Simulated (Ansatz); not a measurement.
ZnS (zinc blende, F-43m), r²SCAN (plane waves, PAW; program Ansatz). The conduction-band minimum lies at Γ, with 1 equivalent valley. Second derivatives d²E/dk² of the lowest band at one valley (eV·Å²), along Cartesian directions:

```json
[
 {"direction": "[100]", "d²E/dk²": "39.41"},
 {"direction": "[010]", "d²E/dk²": "39.41"},
 {"direction": "[001]", "d²E/dk²": "39.41"},
 {"direction": "[110]", "d²E/dk²": "39.39"},
 {"direction": "[101]", "d²E/dk²": "39.39"},
 {"direction": "[011]", "d²E/dk²": "39.39"}
]
```

Problem. Find the principal effective masses, the density-of-states mass and the conductivity mass.

Solution. Off-diagonal terms follow from H_xy = H[110] − (H_xx + H_yy)/2, and m*/mₑ = 7.620 eV·Å² over each eigenvalue: 0.19, 0.19, 0.19. One valley's DOS mass (m₁m₂m₃)^(1/3) = 0.19, conductivity mass 3/(Σ 1/mᵢ) = 0.19 mₑ.

Problem. What effective density of states Nc follows at 300 K for parabolic valleys?

Solution. Nc = 2.509e19 × 1 × (0.19)^(3/2) ≈ 2.1e18 cm⁻³.

Problem. With the computed static dielectric constant 8.52 (mean of the diagonal), estimate a hydrogenic donor's binding energy and radius.

Solution. E = 13.606 eV × 0.19/8.52² ≈ 36 meV; a = 0.529 Å × ε/m* ≈ 24 Å. Semilocal masses tend to be too small where the gap is.

Problem. With ε∞ = 5.43 and ω_LO = 342 cm⁻¹, what Fröhlich coupling constant follows?

Solution. α = (1/ε∞ − 1/ε0) √(m* × 13.606 eV/ħω_LO) = 0.52.

Symmetry was held in the r²SCAN relaxation; phonons on a q-mesh show no instability.

Potentials: the later of the program's two PAW sets.
